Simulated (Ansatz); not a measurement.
Given:

In3Pd5:
```xyz
16
Lattice="5.6627 0.0000 0.0000 0.0000 11.1552 0.0000 0.0000 0.0000 4.2365" Properties=species:S:1:pos:R:3 pbc="T T T"
Pd     0.3862     2.7209     0.0000
Pd     5.2765     8.4343     0.0000
Pd     2.4452     8.2985     0.0000
Pd     3.2175     2.8567     0.0000
In     1.8242     1.5919     2.1182
In     3.8385     9.5633     2.1182
In     1.0072     7.1695     2.1182
In     4.6555     3.9857     2.1182
Pd     2.8314     0.0000     0.0000
Pd     0.0000     5.5776     0.0000
Pd     1.7067     4.3561     2.1182
Pd     3.9560     6.7990     2.1182
Pd     1.1246     9.9337     2.1182
Pd     4.5381     1.2215     2.1182
In     0.0000     0.0000     0.0000
In     2.8314     5.5776     0.0000
```

This is the r²SCAN-relaxed structure.

Q: All from plane-wave PAW r²SCAN (Ansatz code), unless another level is named. Give the formation energy from the elements (no fitted shifts).

A: -587 meV/atom.

Q: Predict the density of states at the Fermi level.

A: 0.38 states/eV per atom (mean over ±0.08 eV).

Space group Pbam. The workflow started from an entry of the Crystallography Open Database (COD). Whether it is the stable phase at ambient conditions was not checked. The cell was relaxed with r²SCAN under the symmetry of its start; whether a distortion lowers the energy is not shown. No spin polarisation was allowed. The references are the lowest solids computed at this level, not always the standard phases. Scalar-relativistic: spin–orbit coupling is off unless named, which matters more the heavier the elements.

Potentials: the later of the program's two PAW sets.
